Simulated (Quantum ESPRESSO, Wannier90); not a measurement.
# Wannierisation of SrGa2 (P6/mmm)

Structure: Materials Project mp-182, symmetrised, not relaxed again. Not found in the COD (Crystallography Open Database) copy used; not checked further. Level: LDA, no spin polarisation, no spin-orbit coupling; pw.x of Quantum ESPRESSO at 64 Ry with PseudoDojo potentials, 6×6×6 k-points, Wannier90. Density: 12×12×10 mesh, cold smearing 0.01 Ry.

On the energy scale of pw.x, whose zero is arbitrary, the Fermi level lies at 8.36 eV.

Input w.win:

```
num_bands = 22
num_wann = 17
exclude_bands = 1-14,37-41
num_iter = 1000
conv_tol = 1.0e-6
conv_window = 4
dis_num_iter = 1000
dis_conv_tol = 1.0e-6
dis_froz_max = 9.86
write_hr = true
write_u_matrices = true
begin projections
f=-0.00045,-0.00607,-0.00899: s;p;d
f=0.34359,-0.32101,0.49818: s;p
f=-0.33505,0.32257,0.50526: s;p
end projections
begin unit_cell_cart
ang
    4.3078599152    0.0000000000    0.0000000000
   -2.1539299576    3.7307161225    0.0000000000
    0.0000000000    0.0000000000    4.8005400000
end unit_cell_cart
begin atoms_frac
Sr   0.0000000000  0.0000000000  0.0000000000
Ga   0.3333333333 -0.3333333333  0.5000000000
Ga  -0.3333333333  0.3333333333  0.5000000000
end atoms_frac
mp_grid = 6 6 6
begin kpoints
0.0000000000 0.0000000000 0.0000000000
0.0000000000 0.0000000000 0.1666666667
0.0000000000 0.0000000000 0.3333333333
... (213 more lines: the 6x6x6 mesh through Gamma)
end kpoints
```

Input of pw2wannier90.x that gives the overlap and projection files (equivalent; here they were cut from one run over all bands):

```
&inputpp
  outdir = './out'
  prefix = 'pwscf'
  seedname = 'w'
  write_amn = .true.
  write_mmn = .true.
/
```

Output w.wout (banner and timings cut):

```
                                    ------
                                    SYSTEM
                                    ------

                              Lattice Vectors (Ang)
                    a_1     4.307860   0.000000   0.000000
                    a_2    -2.153930   3.730716   0.000000
                    a_3     0.000000   0.000000   4.800540

                   Unit Cell Volume:      77.15141  (Ang^3)

                        Reciprocal-Space Vectors (Ang^-1)
                    b_1     1.458540   0.842088  -0.000000
                    b_2     0.000000   1.684177   0.000000
                    b_3     0.000000  -0.000000   1.308850

 *----------------------------------------------------------------------------*
 |   Site       Fractional Coordinate          Cartesian Coordinate (Ang)     |
 +----------------------------------------------------------------------------+
 | sr   1   0.00000   0.00000   0.00000   |    0.00000   0.00000   0.00000    |
 | ga   1   0.33333  -0.33333   0.50000   |    2.15393  -1.24357   2.40027    |
 | ga   2  -0.33333   0.33333   0.50000   |   -2.15393   1.24357   2.40027    |
 *----------------------------------------------------------------------------*
                                ------------
                                K-POINT GRID
                                ------------

             Grid size =  6 x  6 x  6      Total points =  216

 *---------------------------------- MAIN ------------------------------------*
 |  Number of Wannier Functions               :                17             |
 |  Number of Objective Wannier Functions     :                17             |
 |  Number of input Bloch states              :                22             |
 |  Output verbosity (1=low, 5=high)          :                 1             |
 |  Timing Level (1=low, 5=high)              :                 1             |
 |  Optimisation (0=memory, 3=speed)          :                 3             |
 |  Length Unit                               :               Ang             |
 |  Post-processing setup (write *.nnkp)      :                 F             |
 |  Using Gamma-only branch of algorithms     :                 F             |
 *----------------------------------------------------------------------------*
 *------------------------------- WANNIERISE ---------------------------------*
 |  Total number of iterations                :              1000             |
 |  Number of CG steps before reset           :                 5             |
 |  Trial step length for line search         :             2.000             |
 |  Convergence tolerence                     :         0.100E-05             |
 |  Convergence window                        :                 4             |
 |  Iterations between writing output         :                 1             |
 |  Iterations between backing up to disk     :               100             |
 |  Write r^2_nm to file                      :                 F             |
 |  Write xyz WF centres to file              :                 F             |
 |  Write on-site energies <0n|H|0n> to file  :                 F             |
 |  Use guiding centre to control phases      :                 F             |
 |  Use phases for initial projections        :                 F             |
 *----------------------------------------------------------------------------*
 *------------------------------- DISENTANGLE --------------------------------*
 |  Using band disentanglement                :                 T             |
 |  Total number of iterations                :              1000             |
 |  Mixing ratio                              :             0.500             |
 |  Convergence tolerence                     :         1.000E-06             |
 |  Convergence window                        :                 3             |
 *----------------------------------------------------------------------------*
 *-------------------------------- PLOTTING ----------------------------------*
 |  Plotting Hamiltonian in WF basis          :                 T             |
 *----------------------------------------------------------------------------*

       ... (k-mesh section left out)

 Starting a new Wannier90 calculation ...

 Reading overlaps from w.mmn

 Reading projections from w.amn

 *------------------------------- DISENTANGLE --------------------------------*
 +----------------------------------------------------------------------------+
 |                              Energy  Windows                               |
 |                              ---------------                               |
 |                   Outer:   -0.57084  to   25.69677  (eV)                   |
 |                   Inner:   -0.57084  to    9.86000  (eV)                   |
 +----------------------------------------------------------------------------+
   Number of target bands to extract:   17

                   Unitarised projection of Wannier functions
                   ------------------------------------------
   A_mn = <psi_m|g_n> --> S = A.A^+ --> U = S^-1/2.A
   In dis_project... done
   Using an inner window (linner = T)
   In dis_proj_froz... done

                   Extraction of optimally-connected subspace
                   ------------------------------------------
 +---------------------------------------------------------------------+<-- DIS
 |  Iter     Omega_I(i-1)      Omega_I(i)      Delta (frac.)           |<-- DIS
 +---------------------------------------------------------------------+<-- DIS
       1      40.07582800      36.08112308       1.107E-01    <-- DIS
       2      37.44008866      35.02173146       6.905E-02    <-- DIS
       3      36.05878063      34.33907473       5.008E-02    <-- DIS
       4      35.06716958      33.85454001       3.582E-02    <-- DIS
       5      34.35949013      33.50054013       2.564E-02    <-- DIS
       6      33.85117282      33.23743077       1.847E-02    <-- DIS
       ... (lines left out)
      64      32.33047381      32.33050599      -9.955E-07    <-- DIS
      65      32.33042771      32.33045701      -9.063E-07    <-- DIS
      66      32.33038386      32.33041055      -8.256E-07    <-- DIS

             <<<      Delta < 1.000E-06  over  3 iterations     >>>
             <<< Disentanglement convergence criteria satisfied >>>

        Final Omega_I    32.33041055 (Ang^2)

 +----------------------------------------------------------------------------+

 Writing checkpoint file w.chk... done

 *------------------------------- WANNIERISE ---------------------------------*
 +--------------------------------------------------------------------+<-- CONV
 | Iter  Delta Spread     RMS Gradient      Spread (Ang^2)            |<-- CONV
 +--------------------------------------------------------------------+<-- CONV

 ------------------------------------------------------------------------------
 Initial State
  WF centre and spread    1  ( -0.032882,  0.065744,  0.127225 )     4.18541193
  WF centre and spread    2  (  0.006626, -0.016644, -0.170612 )     6.24439268
  WF centre and spread    3  (  0.044940, -0.013977, -0.032812 )     5.75402149
  WF centre and spread    4  (  0.006766, -0.095199, -0.032381 )     5.73322971
  WF centre and spread    5  ( -0.002496,  0.005579,  0.051374 )     2.58367130
  WF centre and spread    6  ( -0.008158, -0.000541,  0.030474 )     2.12574712
  WF centre and spread    7  (  0.000425,  0.016102,  0.030248 )     2.13110516
  WF centre and spread    8  ( -0.008229,  0.016684, -0.000419 )     2.11707400
  WF centre and spread    9  ( -0.007930,  0.016308, -0.000383 )     2.11893840
  WF centre and spread   10  (  2.170598, -1.196264,  2.392488 )     1.80814144
  WF centre and spread   11  (  2.155817, -1.239386,  2.405220 )     2.41132302
  WF centre and spread   12  (  2.138349, -1.108074,  2.399563 )     2.85152584
  WF centre and spread   13  (  2.155949, -1.423520,  2.399228 )     2.87256195
  WF centre and spread   14  ( -2.139411,  1.202350,  2.425645 )     1.80843356
  WF centre and spread   15  ( -2.153148,  1.240883,  2.376417 )     2.41058871
  WF centre and spread   16  ( -2.166897,  1.108889,  2.403115 )     2.84750300
  WF centre and spread   17  ( -2.153499,  1.418093,  2.403387 )     2.88072771
  Sum of centres and spreads (  0.006820, -0.002974, 19.207777 )    52.88439702

      0     0.529E+02     0.0000000000       52.8843969769  <-- CONV
        O_D=      0.0652748 O_OD=     20.4887117 O_TOT=     52.8843970 <-- SPRD
 ------------------------------------------------------------------------------
      1    -0.828E+00     0.8825490844       52.0561768472  <-- CONV
        O_D=      0.0279575 O_OD=     19.6978088 O_TOT=     52.0561768 <-- SPRD
      2    -0.465E+00     0.6574934419       51.5906864447  <-- CONV
        O_D=      0.0213197 O_OD=     19.2389562 O_TOT=     51.5906864 <-- SPRD
      3    -0.322E+00     0.5153901806       51.2685016047  <-- CONV
        O_D=      0.0240730 O_OD=     18.9140180 O_TOT=     51.2685016 <-- SPRD
      4    -0.199E+00     0.4197246432       51.0692191707  <-- CONV
        O_D=      0.0251131 O_OD=     18.7136956 O_TOT=     51.0692192 <-- SPRD
      5    -0.135E+00     0.3408656713       50.9340342622  <-- CONV
        O_D=      0.0281597 O_OD=     18.5754640 O_TOT=     50.9340343 <-- SPRD
       ... (lines left out)
    100    -0.944E-03     0.0419352801       40.7190202716  <-- CONV
        O_D=      0.0245809 O_OD=      8.3640288 O_TOT=     40.7190203 <-- SPRD
       ... (lines left out)
    200    -0.843E-04     0.0074760762       40.6844918221  <-- CONV
        O_D=      0.0234776 O_OD=      8.3306037 O_TOT=     40.6844918 <-- SPRD
       ... (lines left out)
    300    -0.121E-04     0.0029951892       40.6809891777  <-- CONV
        O_D=      0.0234821 O_OD=      8.3270965 O_TOT=     40.6809892 <-- SPRD
       ... (lines left out)
    400    -0.228E-05     0.0020474553       40.6803521625  <-- CONV
        O_D=      0.0234906 O_OD=      8.3264510 O_TOT=     40.6803522 <-- SPRD
       ... (lines left out)
    460    -0.854E-06     0.0012181715       40.6802548869  <-- CONV
        O_D=      0.0234925 O_OD=      8.3263518 O_TOT=     40.6802549 <-- SPRD
    461    -0.971E-06     0.0008075446       40.6802539160  <-- CONV
        O_D=      0.0234925 O_OD=      8.3263509 O_TOT=     40.6802539 <-- SPRD
    462    -0.973E-06     0.0008274542       40.6802529431  <-- CONV
        O_D=      0.0234925 O_OD=      8.3263499 O_TOT=     40.6802529 <-- SPRD
             <<<     Delta < 1.000E-06  over  4 iterations     >>>
             <<< Wannierisation convergence criteria satisfied >>>
 Final State
  WF centre and spread    1  ( -0.103875,  1.145371, -0.004749 )     2.90189585
  WF centre and spread    2  (  0.001405, -0.001633, -1.211551 )     2.89192665
  WF centre and spread    3  (  1.143354,  0.105787, -0.002239 )     2.91610870
  WF centre and spread    4  (  0.102046, -1.142609, -0.000964 )     2.90206658
  WF centre and spread    5  (  0.000856, -0.000444,  1.239611 )     2.88561348
  WF centre and spread    6  ( -0.001863,  0.000058,  0.002756 )     2.02900103
  WF centre and spread    7  ( -0.000082,  0.001860,  0.002741 )     2.03736263
  WF centre and spread    8  ( -1.145266, -0.103093, -0.003472 )     2.91663125
  WF centre and spread    9  (  0.000793, -0.000870, -0.000103 )     2.02509260
  WF centre and spread   10  (  2.714124, -0.921979,  2.185820 )     2.19986582
  WF centre and spread   11  (  2.150145, -1.230735,  3.041607 )     1.98676482
  WF centre and spread   12  (  1.596772, -0.922332,  2.178068 )     2.19478788
  WF centre and spread   13  (  2.155168, -1.895826,  2.199628 )     2.21129484
  WF centre and spread   14  ( -1.595668,  0.920312,  2.621802 )     2.19316400
  WF centre and spread   15  ( -2.147329,  1.236738,  1.753449 )     1.97823967
  WF centre and spread   16  ( -2.716444,  0.919875,  2.609526 )     2.20041744
  WF centre and spread   17  ( -2.155676,  1.894300,  2.606520 )     2.21001975
  Sum of centres and spreads ( -0.001541,  0.004779, 19.218449 )    40.68025299

         Spreads (Ang^2)       Omega I      =    32.330410549
        ================       Omega D      =     0.023492525
                               Omega OD     =     8.326349869
    Final Spread (Ang^2)       Omega Total  =    40.680252943
```
